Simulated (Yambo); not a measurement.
Material: SrClF (space group P4/nmm, No. 129); a = 4.130 Å, b = 4.130 Å, c = 6.977 Å, α = 90.00°, β = 90.00°, γ = 90.00° (6 atoms in the cell). The geometry is that of Materials Project entry mp-22957, symmetrised and not relaxed again.

With LDA (Quantum ESPRESSO, PseudoDojo norm-conserving, 84 Ry, no spin-orbit coupling), the gap between the mesh's edge points (Γ → Γ) is 5.644 eV.

Problem. Estimate the G0W0 gap between the same points from Yambo (4×4×2 Γ-centred k mesh, 131 bands and a 6 Ry block in the screening, 131 bands in G with the Bruneval-Gonze terminator, plasmon pole fitted at 27.2 eV).

Solution. The correction is 3.152 eV, giving 8.796 eV, 1.6 times the LDA value.  Nearest settings tried, and what they do to the gap: 88 bands in W, 88 bands in G: +69 meV; 5 Ry block (153 vectors against 191): -41 meV. Not varied: mesh. So the settings aren't converged at that level.
